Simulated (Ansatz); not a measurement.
GePt₃ in space group Fm-3m (No. 225; Ge on 4a, Pt on 4b, Pt on 8c) under volume change, PBE in the plane-wave PAW code Ansatz, scaled uniformly.

```tsv
V (Å³/atom)	E − E(relaxed) (meV/atom)	P (GPa)
14.410	95.0	23.73
14.885	39.2	14.19
15.360	9.1	6.36
15.835	0.0	0.00
16.310	8.0	-5.20
16.785	30.0	-9.55
17.260	63.9	-13.18
```

Q: What does a third-order Birch–Murnaghan fit give for V₀, B₀ and B′?

A: V₀ = 15.84 Å³/atom, B₀ = 193 GPa, B′ = 5.5.

A made-up cell: these elements were put on the sites of a structure type; neither database checked (COD, Materials Project) lists it. Whether it is the stable phase at ambient conditions was not checked. The PBE relaxation kept the symmetry of its start; whether a distortion lowers the energy is not shown. The run is not spin-polarised. Scalar-relativistic: spin–orbit coupling is off unless named, which matters more the heavier the elements.

Potentials: the later of the program's two PAW sets.
